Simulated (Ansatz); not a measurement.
Values for one crystal, relaxed and computed with LDA (plane waves, PAW; program Ansatz); other levels are named.

* **Volume per atom**: 15.38 Å³
* **Band gap**: 6.51 eV (smallest direct gap 6.53 eV)
* **Highest zone-centre frequency (without LO–TO term)**: 702 cm⁻¹
* **Conduction-band minimum**: at X (2 equivalent valleys)
* **Electronic dielectric constant ε∞ (DFPT)**: 2.17 (xx = yy), 2.20 (zz)
* **Mechanical stability**: marginal (the smallest eigenvalue of C is near zero)
* **Dynamical stability on the path**: unstable, down to 26i cm⁻¹

### Question
Which of these materials gives this?
(A) TaAgO3, R-3c (Ta on 6b, O on 18e, Ag on 6a)
(B) K2LiRhF6, Fm-3m (K on 8c, Li on 4b, Rh on 4a, F on 24e)
(C) RbLaTa2O7, P4/mmm (Pearson symbol tP11)
(D) KTaF6, P4_2/mcm (K on 2b, Ta on 2c, F on 4i, F on 8o)

### Answer
D, KTaF6, P4_2/mcm (K on 2b, Ta on 2c, F on 4i, F on 8o)

The workflow started from a Materials Project entry (that database holds measured and hypothetical structures alike); the Crystallography Open Database copy checked does not list it. Its standing as an ambient phase is unchecked. The cell was relaxed with LDA under the symmetry of its start. The run is not spin-polarised. Point labels and valley counts follow the cell and symmetry of the run, lower than the named group. Scalar-relativistic: spin–orbit coupling is off unless named, which matters more the heavier the elements.

Potentials: the later of the program's two PAW sets.
